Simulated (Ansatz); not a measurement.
# Ge₂Sb₂Te₅: from a starting cell to a relaxed one

The start is a generated cell, Ge2Sb2Te5 built in the Ge2Sb2Te5-Petrov structure type. A full variable-cell relaxation at zero pressure is run with PBEsol (plane waves to 420 eV, PAW, scalar-relativistic; Ansatz, a program for electronic structure). First-step values are on the input's coarse k-mesh.

Ansatz input (later rounds restart from its end on a renewed k-mesh):
Ansatz 0.2 input:
```yaml
crystal:
  lattice:
    - [4.2199999, 0, 0]
    - [-2.11, 3.6546271, 0]
    - [0, 0, 17.24]
  atoms:
    - { symbol: Te, position: [0, 0, 0] }
    - { symbol: Sb, position: [0.66666667, 0.33333333, 0.106] }
    - { symbol: Sb, position: [0.33333333, 0.66666667, 0.894] }
    - { symbol: Te, position: [0.33333333, 0.66666667, 0.205] }
    - { symbol: Te, position: [0.66666667, 0.33333333, 0.795] }
    - { symbol: Ge, position: [0, 0, 0.317] }
    - { symbol: Ge, position: [0, 0, 0.683] }
    - { symbol: Te, position: [0.66666667, 0.33333333, 0.421] }
    - { symbol: Te, position: [0.33333333, 0.66666667, 0.579] }
basis: { ecutwfc: 420, ecutrho_ratio: 4, xc_grid: 2, fft_grid_basis: typed }
kpoints: { mp_grid: { grid: [6, 6, 2] } }
hamiltonian:
  xc: pbesol
  dispersion: none
  pseudopotentials: { azcp: { folder: ./paw }, kind: paw }
scf: { occupations: { method: fermi_dirac, width: 0.05 } }
relax: { f_tol: 0.01, max_steps: 100, cell: { stress_tol: 0.02 } }
output: { forces: true, stress: true }
```

```json
{
  "outcome": "The space group stays P-3m1 (No. 164) (the run could not lower it), with 9 atoms in the primitive cell",
  "energy_released": "0.09 eV/atom",
  "volume_change": "-1.6 %, from 29.54 to 29.07 Å³/atom",
  "Shortest distances (start → end)": "The closest pairs of elements (up to four, under 3.6 Å), start → end: Ge–Te 3.03 → 2.81 Å; Sb–Te 2.97 → 2.99 Å",
  "optimiser_moves": "8"
}
```

Relaxed structure:

```cif
data_Ge2Sb2Te5
_chemical_formula_sum 'Te5 Sb2 Ge2'
_space_group_name_H-M_alt 'P-3m1'
_space_group_IT_number 164
_space_group_name_Hall '-P 3 2"'
_cell_length_a 4.20397
_cell_length_b 4.20397
_cell_length_c 17.09212
_cell_angle_alpha 90.000
_cell_angle_beta 90.000
_cell_angle_gamma 120.000
loop_
_atom_site_label
_atom_site_type_symbol
_atom_site_symmetry_multiplicity
_atom_site_Wyckoff_symbol
_atom_site_fract_x
_atom_site_fract_y
_atom_site_fract_z
_atom_site_occupancy
Te1 Te 1 a 0.00000 0.00000 0.00000 1
Sb1 Sb 2 d 0.66667 0.33333 0.11659 1
Te2 Te 2 d 0.33333 0.66667 0.21889 1
Ge1 Ge 2 c 0.00000 0.00000 0.33806 1
Te3 Te 2 d 0.66667 0.33333 0.42064 1
```

Final values are on a 13×13×3 k-mesh of the relaxed cell. No spin polarisation in the result.

The run could not lose the symmetry of its start.

The first start was generated by placing the elements on the sites of a structure type. Materials Project lists a structure of Ge2Sb2Te5 in the same space group, P-3m1 (No. 164); the sites were not compared with it, nor with measured phases.
